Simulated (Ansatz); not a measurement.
This run works on a generated trial structure, not on a known crystal.

Input and command of a plane-wave DFT calculation in Ansatz:

```yaml
crystal:
  lattice:
    - [3.2564365506, 0.0, 0.0]
    - [0.0, 3.2564365506, 0.0]
    - [0.0, 0.0, 9.5291529124]
  atoms:
    - { symbol: "Y", position: [0.5, 0.5, 0.0] }
    - { symbol: Zr, position: [0.0, 0.0, 0.729705178] }
    - { symbol: Zr, position: [0.5, 0.5, 0.5] }
    - { symbol: Zr, position: [0.0, 0.0, 0.270294822] }
basis:
  ecutwfc: 420
kpoints:
  mp_grid: { grid: [14, 14, 6] }
hamiltonian:
  xc: pbe
scf:
  occupations: { method: gaussian, width: 0.1 }
output:
  forces: true
  stress: true
  eigenvalues: true
relax:
  adjacent_minimum: "off"
  f_tol: 0.01
  max_steps: 80
  cell: { stress_tol: 0.05 }
```

```bash
ansatz run input.yaml --threads 1 --pin off --max-ram 3072MiB --backend cpu --events-out ev --progress --plain --runs-dir out
```

Processor: Arm Neoverse V2, 1 thread, on a host shared with other jobs.

Estimate time, memory and problem size.

About 2.3 min, peak memory 0.6 GiB. It solves 29 bands at 144 k points (after reduction by symmetry) with about 1985 plane waves (on the last cell), in 36 SCF iterations over 6 ionic steps.
